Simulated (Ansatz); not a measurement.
Structure: an ordered 6-atom cell of Ga3SbP2 on the zincblende lattice (I-4m2), at its r2SCAN minimum. It is tetragonal, I-4m2 (No. 119); a = 4.013 Å, c = 17.049 Å in the conventional setting, 22.88 Å³ an atom. Around P lie 4 Ga at 2.40 Å; around Ga lie 4 P at 2.40 Å; around Ga lie 2 P at 2.40 Å and 2 Sb at 2.58 Å; around Sb lie 4 Ga at 2.58 Å.

```
P Ga Sb
1.0
    -2.00660    2.00660    8.52472
     2.00660   -2.00660    8.52472
     2.00660    2.00660   -8.52472
P Ga Sb
2 3 1
Direct
  0.17273 0.17273 0.00000
  0.82727 0.82727 0.00000
  0.75000 0.25000 0.50000
  0.40446 0.90446 0.50000
  0.09554 0.59554 0.50000
  0.50000 0.50000 0.00000
```

The questions ask for values computed with Ansatz on this geometry. Simulation only: non-magnetic, and no claim that this is the phase found in nature.

(1) Is there a gap with PBE, and of what kind?

(2) What does PBE+SOC give for the gap (10×10×10 mesh)?

(3) How does the gap change from PBE to r2SCAN (10×10×10)?

(4) Estimate the gap with PBE0 on 6×6×6.

(5) Roughly how does the cost of the HSE06 run (6×6×6) compare with r2SCAN's (10×10×10)?

Answers

(1) With PBE the gap is 0.49 eV and direct, at Γ.

(2) With PBE+SOC the gap is 0.34 eV and direct, at Γ. The gap differs by -0.15 eV from PBE's.

(3) r2SCAN gives a direct gap of 0.83 eV at Γ. The gap differs by +0.34 eV from PBE's.

(4) PBE0 gives a direct gap of 1.82 eV at Γ. The gap differs by +1.33 eV from PBE's.

(5) About 12 times as much (30 core-minutes against 2.6 core-minutes, on 4 threads of Arm Neoverse V1 (shared host)).

Only the levels marked +SOC include spin-orbit coupling.
